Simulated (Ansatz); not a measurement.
The end of the path is a generated cell of CsBS2: the first start was made by placing the elements on the sites of a structure type, and the end was not matched to a known phase here, so it may be hypothetical.

A geometry of CsBS2 away from equilibrium: step 2 of the relaxation of a generated trial cell of CsBS2 in the AFLOW prototype ABC2_hP8_194_d_a_f (as in AlCr2C). Computed with r2SCAN (plane waves to 500 eV, PAW, scalar-relativistic; Ansatz, a first-principles code). Γ-centred k-mesh 7×7×2 on the run's cell (coarser than for final values), Fermi–Dirac smearing 0.05 eV. The plane waves were selected for a different cell earlier on the path.

```
CELL_PARAMETERS angstrom
      3.91077     0.00000     0.00000
     -1.95539     3.38683     0.00000
      0.00000     0.00000    17.11312
ATOMIC_POSITIONS crystal
  Cs 0.33333 0.66667 0.75000
  Cs 0.66667 0.33333 0.25000
  S  0.33333 0.66667 0.07741
  S  0.66667 0.33333 0.57741
  S  0.66667 0.33333 0.92259
  S  0.33333 0.66667 0.42259
  B  0.00000 0.00000 0.00000
  B  0.00000 0.00000 0.50000
```

Give the Cartesian forces on all atoms (eV/Å).


```tsv
atom	Fx	Fy	Fz
Cs1	0.00	0.00	0.00
Cs2	0.00	0.00	0.00
S3	0.00	0.00	-1.08
S4	0.00	0.00	-1.08
S5	0.00	0.00	1.08
S6	0.00	0.00	1.08
B7	0.00	0.00	0.00
B8	0.00	0.00	0.00
```

The path ends in P6₃/mmc (No. 194) (AFLOW prototype ABC2_hP8_194_d_a_f (as in AlCr2C)). No spin polarisation in the result.

The run could not lower the symmetry of its start; a shaken copy of this end point relaxes with r2SCAN to I-4m2 (No. 119), 689 meV/atom lower.
